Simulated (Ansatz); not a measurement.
SiC2N4 in space group Pn-3m (No. 224; Si on 2a, C on 4c, N on 8e), the program Ansatz at the r²SCAN level (PAW). The conduction-band minimum lies on the Γ–R line, 55 % of the way from Γ, with 8 equivalent valleys. Second derivatives d²E/dk² of the lowest band at one valley (eV·Å²), along Cartesian directions:

```csv
direction,d²E/dk²
[100],6.356
[010],6.356
[001],6.356
[110],4.350
[101],4.350
[011],4.350
```

### Question
Find the principal effective masses, the density-of-states mass and the conductivity mass.

### Answer
Off-diagonal terms follow from H_xy = H[110] − (H_xx + H_yy)/2, and m*/mₑ = 7.620 eV·Å² over each eigenvalue: 0.91, 0.91, 3.3. One valley's DOS mass (m₁m₂m₃)^(1/3) = 1.4, conductivity mass 3/(Σ 1/mᵢ) = 1.2 mₑ.

### Question
What effective density of states Nc follows at 300 K for parabolic valleys?

### Answer
Nc = 2.509e19 × 8 × (1.4)^(3/2) ≈ 3.3e20 cm⁻³.

The first step of the workflow began from a Materials Project structure, measured or hypothetical; the Crystallography Open Database files this formula in space group No. 224, but the cells were not matched. Its standing as an ambient phase is unchecked. Symmetry was held in the r²SCAN relaxation; its stability against distortions is not shown here.

Potentials: the later of the program's two PAW sets.

Edges and masses are those of Kohn–Sham bands, whose gap is no quasiparticle gap.
